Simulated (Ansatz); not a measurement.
Here is the system:

MgRh:
```
MgRh
1.0
    3.09069     0.00000     0.00000
    0.00000     3.09069     0.00000
    0.00000     0.00000     3.09069
Mg Rh
1 1
Direct
  0.00000   0.00000   0.00000
  0.50000   0.50000   0.50000
```

This is the r²SCAN-relaxed structure.

Question: All from the program Ansatz at the r²SCAN level (PAW), unless another level is named. Give the formation energy from the elements (no fitted shifts).

Answer: -45 kJ/mol of atoms.

Question: Next, the density of states at the Fermi level?

Answer: 0.45 states/eV per atom (mean over ±0.08 eV).

Space group Pm-3m (CsCl type). The first step of the workflow began from a Materials Project structure, measured or hypothetical; the Crystallography Open Database files this formula in space group No. 221, but the cells were not matched. Whether it is the stable phase at ambient conditions was not checked. The cell was relaxed with r²SCAN under the symmetry of its start; its stability against distortions is not shown here. The run is not spin-polarised. The references are the lowest solids computed at this level, not always the standard phases. Spin–orbit coupling is left out wherever it is not named.

Potentials: the later of the program's two PAW sets.
